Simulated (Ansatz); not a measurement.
## Is this Ni result the lowest state?

We look at Ni: a measured crystal structure (space group Fm-3m, primitive cell doubled), with 2 atoms per cell. Source: COD entry 9012972; the sample's temperature and pressure aren't taken into account, and it need not be the stable phase.

The calculation used DFT, PBE, PAW, plane waves, scalar-relativistic (Ansatz).

```yaml
crystal:
  lattice:
    - [-1.7651, -1.7651, -3.5302]
    - [1.7651, -1.7651, 0.0]
    - [-1.7651, -1.7651, 0.0]
  atoms:
    - { symbol: Ni, position: [0.0, 0.0, 0.0], spin: 2.0 }
    - { symbol: Ni, position: [0.5, 0.5, 0.0], spin: -2.0 }
magnetization:
  spin_polarized: true
hamiltonian:
  xc: pbe
  pseudopotentials: { kind: paw }
basis:
  ecutwfc: 420
kpoints:
  mp_grid: { grid: [7, 10, 12] }
scf:
  occupations: { method: fermi_dirac, width: 0.05 }
  lower_state_search: "off"
output:
  forces: true
  stress: true
```

Time: 6.7 s on 2 threads of x86-64 server CPU (shared host), peak memory 0.47 GiB.

The end of the output:

```
SCF converged after 18 iterations
Magnetization: 0.0000 μB (18.0000 up, 18.0000 down)
Absolute magnetization: 0.2012 μB (∫|ρ↑−ρ↓|, with the PAW one-centre terms)
Spin contamination: 0.0447 ħ² per cell (⟨S²⟩ above its minimum at these occupations)
Per-site moments (μB) at R_I (Å): [(0.0993, 1.0296), (-0.0993, 1.0296)]
Free energy (F): -11679.350426 eV
Harris-Foulkes:  -11679.350426 eV  (|F-HF|=1.21e-9)
Internal energy: -11679.295126 eV  (E = F + TS)
E sigma→0 (E₀):  -11679.322776 eV
Entropy (-TS):   -0.055301 eV (-27.650 meV/atom)
Fermi energy:    17.747636 eV
--- Forces (eV/Å), atoms counted from 1 ---
  atom   1  Ni     0.00000000     0.00000000     0.00000000
  atom   2  Ni    -0.00000000    -0.00000000     0.00000000
--- Stress (GPa, compression-positive) ---
       -3.076119       0.066271      -0.061289
        0.066271      -3.076119      -0.061289
       -0.061290      -0.061290      -2.762844
  P = ⅓ Tr σ = -2.9717 GPa (-29.717 kbar)
```

The mesh has less symmetry than the lattice, which lowers the symmetry of the run.

A small moment in a metal is sensitive to the mesh and the smearing.

Site moments are taken inside atomic spheres and don't add up to the total.

**Question.** Has the SCF ended in the lowest solution? If not, by how much is it too high?

**Answer.** No. A state 52.3 meV/atom (0.105 eV per cell) lower exists in this cell: ferromagnetic, site moments Ni1 0.70, Ni2 0.70 μB, total 1.32 μB per cell, no gap on the k-mesh. It was reached from: parallel moments, default search for lower states [Ni1 2.00, Ni2 2.00 μB]; a moment on one site alone, plain SCF [Ni2 2.00 μB]. The wrong state matters: the pressure is -1.7 GPa there against -3.0 GPa here. This multiple of the primitive cell fits some opposed orders; other multiples fit others. “Lowest” means lowest among the runs made in this cell.
